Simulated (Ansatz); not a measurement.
SrP in space group P-62m (No. 189; Sr on 3g, Sr on 3f, P on 4h, P on 2e), DFT-r²SCAN in the program Ansatz with PAW potentials. The conduction-band minimum lies at A, with 1 equivalent valley. Second derivatives d²E/dk² of the lowest band at one valley (eV·Å²), along Cartesian directions:

```tsv
direction	d²E/dk²
[100]	8.444
[010]	8.444
[001]	55.87
[110]	8.444
[101]	32.17
[011]	32.17
```

Question: Find the principal effective masses, the density-of-states mass and the conductivity mass.

Answer: Off-diagonal terms follow from H_xy = H[110] − (H_xx + H_yy)/2, and m*/mₑ = 7.620 eV·Å² over each eigenvalue: 0.14, 0.90, 0.90. One valley's DOS mass (m₁m₂m₃)^(1/3) = 0.48, conductivity mass 3/(Σ 1/mᵢ) = 0.31 mₑ.

Question: What effective density of states Nc follows at 300 K for parabolic valleys?

Answer: Nc = 2.509e19 × 1 × (0.48)^(3/2) ≈ 8.3e18 cm⁻³.

The workflow started from a Materials Project entry (that database holds measured and hypothetical structures alike); the Crystallography Open Database files this formula in space group No. 189, but the cells were not matched. Whether it is the stable phase at ambient conditions was not checked. Symmetry was held in the r²SCAN relaxation; its stability against distortions is not shown here. Spin–orbit coupling is left out wherever it is not named.

Potentials: the later of the program's two PAW sets.

Edges and masses are those of Kohn–Sham bands, whose gap is no quasiparticle gap.
